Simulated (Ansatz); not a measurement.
# HfAu2: strain energy, fitted

HfAu2, I4/mmm, a = 3.525 Å, c = 8.671 Å. The structure is a Materials Project entry; whether it is the stable form wasn't checked. Ansatz: PBEsol, PAW, 420 eV, Γ-centred 10×10×4 mesh on 6 atoms, Gaussian smearing 0.10 eV; no spin polarisation. Series: strain along c alone, the other axes held, atoms relaxed; x is the strain in per cent. y is the free energy over the unstrained cell, V0 = 17.956 Å³/atom.

```tsv
x (%)	y (meV/atom)
-6.0	?
-4.0	32.25
-2.0	7.29
0.0	0.00
2.0	6.74
4.0	24.49
6.0	50.74
```

**Question.** Fit y = c2 x² + c3 x³ to the other rows, turn c2 into a modulus, and predict the missing energy.

**Answer.** Least squares on the rows shown. y = 1.7717 x² − 0.060347 x³. In eV per unit strain² c2 is 17.72; this is C33 with relaxed ions (E = ½ C33 V0 ε²): 2 × 17.72 × 160.2 / (17.956) = 316 GPa. The unstrained cell keeps some stress along the strain, worth a slope of 0.14 meV/atom per %, which the form leaves out. At x = -6.0 the fit asked for gives 76.82 meV/atom. The run gave 78.99 meV/atom, so the fit is 2.17 meV/atom too low, 2.7 % of the span of the series, against an rms of 0.14 meV/atom on the fitted rows. The row lies outside the fitted range. With a term in x⁴ added, a fit to the same known rows predicts 76.87 meV/atom, no real gain.

Spin–orbit coupling is left out, which can shift energies with elements as heavy as these.